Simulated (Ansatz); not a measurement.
The relaxed structure here is a generated cell of TiAl3: the first start was made by placing the elements on the sites of a structure type, and the end was not matched to a known phase here, so it may be hypothetical. Known forms of TiAl3 include space group No. 139.

A relaxed cell of TiAl₃ (P6₃22 (No. 182)), relaxed on a k-mesh at least as fine as the one used below. Method: PBE (plane waves to 420 eV, PAW, scalar-relativistic; Ansatz, a quantum-chemistry and plane-wave program). Γ-centred k-mesh 5×5×11 on the run's cell (coarser than for final values), Fermi–Dirac smearing 0.05 eV.

```yaml
crystal:
  lattice:
    - [15.07672, 0.00000, 0.00000]
    - [-3.76918, 6.52841, 0.00000]
    - [0.00000, 0.00000, 2.89223]
  atoms:
    - { symbol: Al, position: [0.15735, 0.00000, 0.00000] }
    - { symbol: Al, position: [0.65735, 0.00000, 0.00000] }
    - { symbol: Al, position: [0.15735, 0.31471, 0.50000] }
    - { symbol: Al, position: [0.65735, 0.31471, 0.50000] }
    - { symbol: Al, position: [0.00000, 0.31471, 0.00000] }
    - { symbol: Al, position: [0.50000, 0.31471, 0.00000] }
    - { symbol: Al, position: [0.34265, 0.00000, 0.50000] }
    - { symbol: Al, position: [0.84265, 0.00000, 0.50000] }
    - { symbol: Al, position: [0.34265, 0.68529, 0.00000] }
    - { symbol: Al, position: [0.84265, 0.68529, 0.00000] }
    - { symbol: Al, position: [0.00000, 0.68529, 0.50000] }
    - { symbol: Al, position: [0.50000, 0.68529, 0.50000] }
    - { symbol: Ti, position: [0.16667, 0.66667, 0.25000] }
    - { symbol: Ti, position: [0.66667, 0.66667, 0.25000] }
    - { symbol: Ti, position: [0.33333, 0.33333, 0.75000] }
    - { symbol: Ti, position: [0.83333, 0.33333, 0.75000] }
```

The atoms are displaced along an unstable phonon of this cell by (Å):

```json
[
 {"atom": "Al1", "ux": "0.060", "uy": "-0.025", "uz": "-0.034"},
 {"atom": "Al2", "ux": "-0.060", "uy": "0.025", "uz": "0.034"},
 {"atom": "Al3", "ux": "-0.009", "uy": "-0.064", "uz": "-0.034"},
 {"atom": "Al4", "ux": "0.009", "uy": "0.064", "uz": "0.034"},
 {"atom": "Al5", "ux": "0.035", "uy": "0.020", "uz": "-0.037"},
 {"atom": "Al6", "ux": "-0.035", "uy": "-0.020", "uz": "0.037"},
 {"atom": "Al7", "ux": "0.060", "uy": "-0.025", "uz": "0.034"},
 {"atom": "Al8", "ux": "-0.060", "uy": "0.025", "uz": "-0.034"},
 {"atom": "Al9", "ux": "-0.009", "uy": "-0.064", "uz": "0.034"},
 {"atom": "Al10", "ux": "0.009", "uy": "0.064", "uz": "-0.034"},
 {"atom": "Al11", "ux": "-0.035", "uy": "-0.020", "uz": "-0.037"},
 {"atom": "Al12", "ux": "0.035", "uy": "0.020", "uz": "0.037"},
 {"atom": "Ti13", "ux": "0.001", "uy": "-0.002", "uz": "0.150"},
 {"atom": "Ti14", "ux": "-0.001", "uy": "0.002", "uz": "-0.150"},
 {"atom": "Ti15", "ux": "0.001", "uy": "-0.002", "uz": "-0.150"},
 {"atom": "Ti16", "ux": "-0.001", "uy": "0.002", "uz": "0.150"}
]
```

Task: What forces (eV/Å) and pressure result?

Result: 
| atom | Fx | Fy | Fz |
|---|---|---|---|
| Al1 | 0.13 | -0.03 | -0.04 |
| Al2 | -0.08 | 0.06 | 0.07 |
| Al3 | 0.01 | -0.10 | -0.07 |
| Al4 | 0.04 | 0.12 | 0.04 |
| Al5 | 0.03 | 0.06 | -0.06 |
| Al6 | -0.07 | 0.00 | 0.06 |
| Al7 | 0.08 | -0.06 | 0.07 |
| Al8 | -0.13 | 0.03 | -0.04 |
| Al9 | -0.04 | -0.12 | 0.04 |
| Al10 | -0.01 | 0.10 | -0.07 |
| Al11 | -0.03 | -0.06 | -0.06 |
| Al12 | 0.07 | 0.00 | 0.06 |
| Ti13 | -0.01 | -0.01 | 0.44 |
| Ti14 | -0.01 | 0.00 | -0.44 |
| Ti15 | 0.01 | 0.00 | -0.44 |
| Ti16 | 0.01 | 0.01 | 0.44 |

Pressure -0.1 GPa.

The undisplaced cell is probably no minimum: from this displacement the run went on to Pnma (No. 62), 0.22 eV/atom below it.

No spin polarisation in the result. A magnetic state may lie lower.
